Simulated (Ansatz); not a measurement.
**Pt: energy along a strain**

Pt, P6_3/mmc, a = 2.761 Å, c = 4.792 Å (as given, not relaxed at this level: -10.8 GPa). This isn't the element's structure at ambient conditions. Ansatz: PBEsol, PAW, 420 eV, Γ-centred 18×18×10 mesh on 2 atoms, Gaussian smearing 0.15 eV; no spin polarisation. Cell vectors (Å): 2.761 0.000 0.000; -1.380 2.391 0.000; 0.000 0.000 4.792. The cell is strained by x per cent times the pattern (0 0 0 0 1 0) in the order xx yy zz yz xz xy (engineering shears), with fractional coordinates held. y is the free energy over the start, V0 = 15.815 Å³/atom. Symmetry makes y even in x. Points with a strain past 8.5 % were computed too (4) and aren't used here.

| x (%) | y (meV/atom) |
| --- | --- |
| -7.50 | 2.09 |
| 0.00 | 0.00 |
| 1.87 | 0.11 |
| 3.75 | 0.47 |
| 5.62 | ? |

Question: Fit y = c2 x² + c4 x⁴ to the other rows, get the stiffness along the pattern, and predict the missing energy.

Answer: Least squares on the rows shown. y = 0.03208 x² + 9.024×10⁻⁵ x⁴. The clamped-ion stiffness p·C·p = 2 × 0.3208 eV × 160.2 / 15.815 Å³ = 6.5 GPa, which is C55 in these axes (second derivative at the start, which stands under stress). At x = 5.62 the fit asked for gives 1.10 meV/atom. The run gave 1.11 meV/atom, so the fit is 0.01 meV/atom too low, a small miss on the scale of the series.

Spin–orbit coupling is left out, which can shift energies with elements as heavy as these.

Cost: 9 runs of about 6.6 core-minutes in all, on Intel Xeon Processor @ 2.50GHz (Skylake/Cascade Lake) (shared hosts).